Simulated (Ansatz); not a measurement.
# MgI$_{2}$: from a migration barrier to a jump rate

The calculation used DFT PBE+D3(BJ), scalar-relativistic, plane waves, PAW (Ansatz). Settings: plane waves to 420 eV, k-mesh 2×2×2 (Γ-centred), Gaussian smearing 0.05 eV. Spin–orbit coupling is left out, which matters for the heavy elements here. No spin polarisation.

In a supercell of 24 sites an atom of Mg jumps into a neighbouring Mg vacancy, a = 4.12 Å from site to site in the perfect crystal, in a neutral cell. A nudged elastic band with 3 inner images puts the highest image 0.812 eV above the start and 0.812 eV above the end. No image climbed, so the top of the path can lie higher. Take it as the barrier; the order of the saddle wasn't checked, and the cell is small.

Task: With an assumed attempt frequency of 10¹³ s⁻¹, how often does the jump happen, and how fast does the vacancy diffuse?

Result: Transition-state theory gives Γ = ν exp(−E/k_BT), and one such jump direction contributes Γa²/6 to the vacancy's diffusion coefficient averaged over directions:

| T (K) | E/k_BT | Γ (1/s) | Γa²/6 (cm²/s) |
| --- | --- | --- | --- |
| 300 | 31.4 | 2.3 × 10^-1 | 6.6 × 10^-17 |
| 600 | 15.7 | 1.5 × 10^6 | 4.3 × 10^-10 |
| 1000 | 9.4 | 8.1 × 10^8 | 2.3 × 10^-7 |
| 1500 | 6.3 | 1.9 × 10^10 | 5.3 × 10^-6 |

The rate reaches one jump a second at T = E/(k_B ln 10¹³) = 315 K. The number of equivalent jumps multiplies D if they link up through the crystal; a hop between two sites alone gives no long-range diffusion, which then waits on a higher barrier. In either case the atoms' own diffusion carries the vacancy concentration and a correlation factor besides. Rows above the melting point are formal, and so are rows where E/k_BT falls under about 3, since the theory needs rare jumps.

Task: How much does an error of 0.1 eV in the barrier matter?

Result: It multiplies the rate by exp(0.1 eV/k_BT): 48 at 300 K and 3.2 at 1000 K, more than the usual doubt about ν at low temperature.

Cost: 1 run of about 52 core-minutes, on Arm Neoverse V1 (shared hosts).